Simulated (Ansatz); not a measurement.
Ba$_{2}$CuHgO$_{4}$:
```cif
data_Ba2CuHgO4
_chemical_formula_sum 'Ba2 Cu1 Hg1 O4'
_space_group_name_H-M_alt 'P4/mmm'
_space_group_IT_number 123
_space_group_name_Hall '-P 4 2'
_cell_length_a 3.85235
_cell_length_b 3.85235
_cell_length_c 9.55198
_cell_angle_alpha 90.000
_cell_angle_beta 90.000
_cell_angle_gamma 90.000
loop_
_atom_site_label
_atom_site_type_symbol
_atom_site_symmetry_multiplicity
_atom_site_Wyckoff_symbol
_atom_site_fract_x
_atom_site_fract_y
_atom_site_fract_z
_atom_site_occupancy
Ba1 Ba 2 h 0.50000 0.50000 0.30342 1
Cu1 Cu 1 b 0.00000 0.00000 0.50000 1
Hg1 Hg 1 a 0.00000 0.00000 0.00000 1
O1 O 2 g 0.00000 0.00000 0.20646 1
O2 O 2 e 0.00000 0.50000 0.50000 1
```

Relaxed with PBEsol.

### Question
Which orbitals make up the states near the Fermi level in PBEsol in the plane-wave PAW code Ansatz?

### Answer
Within 0.5 eV of the Fermi level: Cu 3d 46 %, O 2p 37 %, outside the projected shells 6 %. Projections are on Löwdin-orthogonalised atomic valence shells; empty p or d shells of many metals are not among them.

### Question
Tabulate the density of states.

### Answer
States/eV per cell of 8 atoms, in 0.25 eV bins, energy from the Fermi level.

| E (eV) | total | O 2p | Cu 3d | Hg 5d |
|---|---|---|---|---|
| -7.85 | 16.00 | 1.17 | 0.00 | 14.60 |
| -7.60 | 7.93 | 0.04 | 0.00 | 7.82 |
| -7.35 | 7.75 | 0.02 | 0.00 | 7.70 |
| -7.10 | 0.35 | 0.01 | 0.00 | 0.33 |
| -6.85 | 0.50 | 0.34 | 0.04 | 0.01 |
| -6.60 | 0.66 | 0.45 | 0.06 | 0.01 |
| -6.35 | 0.91 | 0.60 | 0.12 | 0.01 |
| -6.10 | 1.99 | 1.14 | 0.43 | 0.03 |
| -5.85 | 2.20 | 1.02 | 0.27 | 0.09 |
| -5.60 | 2.12 | 0.91 | 0.36 | 0.10 |
| -5.35 | 2.53 | 1.14 | 0.76 | 0.09 |
| -5.10 | 3.42 | 1.56 | 0.60 | 0.21 |
| -4.85 | 3.40 | 1.70 | 0.44 | 0.24 |
| -4.60 | 3.88 | 2.44 | 0.63 | 0.13 |
| -4.35 | 4.78 | 2.89 | 1.08 | 0.13 |
| -4.10 | 6.80 | 4.59 | 1.49 | 0.04 |
| -3.85 | 8.98 | 5.86 | 2.43 | 0.03 |
| -3.60 | 5.17 | 2.82 | 1.96 | 0.02 |
| -3.35 | 4.76 | 2.73 | 1.57 | 0.01 |
| -3.10 | 8.32 | 5.88 | 1.54 | 0.03 |
| -2.85 | 9.08 | 6.99 | 1.32 | 0.03 |
| -2.60 | 2.80 | 2.00 | 0.59 | 0.02 |
| -2.35 | 7.38 | 4.54 | 2.12 | 0.20 |
| -2.10 | 16.72 | 9.76 | 5.08 | 0.66 |
| -1.85 | 9.73 | 5.05 | 3.81 | 0.25 |
| -1.60 | 3.86 | 2.35 | 1.23 | 0.04 |
| -1.35 | 4.97 | 3.02 | 1.65 | 0.02 |
| -1.10 | 6.60 | 3.52 | 2.72 | 0.01 |
| -0.85 | 7.52 | 3.79 | 3.34 | 0.01 |
| -0.60 | 1.02 | 0.36 | 0.52 | 0.00 |
| -0.35 | 1.13 | 0.38 | 0.58 | 0.00 |
| -0.10 | 0.79 | 0.31 | 0.39 | 0.00 |
| 0.15 | 0.63 | 0.27 | 0.30 | 0.00 |
| 0.40 | 0.81 | 0.29 | 0.27 | 0.00 |
| 0.65 | 1.34 | 0.36 | 0.23 | 0.01 |
| 0.90 | 1.56 | 0.42 | 0.21 | 0.02 |
| 1.15 | 2.68 | 0.77 | 0.22 | 0.13 |
| 1.40 | 3.42 | 1.20 | 0.22 | 0.26 |
| 1.65 | 0.77 | 0.26 | 0.16 | 0.01 |
| 1.90 | 0.89 | 0.28 | 0.14 | 0.02 |
| 2.15 | 1.53 | 0.40 | 0.10 | 0.06 |
| 2.40 | 2.38 | 0.69 | 0.02 | 0.19 |
| 2.65 | 1.25 | 0.22 | 0.01 | 0.06 |
| 2.90 | 0.97 | 0.10 | 0.00 | 0.02 |
| 3.15 | 1.39 | 0.08 | 0.01 | 0.01 |
| 3.40 | 1.72 | 0.10 | 0.01 | 0.01 |
| 3.65 | 1.37 | 0.09 | 0.01 | 0.01 |
| 3.90 | 2.22 | 0.12 | 0.01 | 0.01 |
| 4.15 | 3.11 | 0.16 | 0.01 | 0.01 |
| 4.40 | 4.21 | 0.19 | 0.01 | 0.01 |
| 4.65 | 5.45 | 0.22 | 0.01 | 0.01 |

The workflow started from a Materials Project entry (that database holds measured and hypothetical structures alike); the Crystallography Open Database copy checked does not list it. Its standing as an ambient phase is unchecked. Symmetry was held in the PBEsol relaxation; of distortions, only those at the zone centre were tested. The run is not spin-polarised. No Hubbard U is applied. Without spin polarisation and U, an open-shell compound can come out a false metal. Scalar-relativistic: spin–orbit coupling is off unless named, which matters more the heavier the elements.

Potentials: the later of the program's two PAW sets.
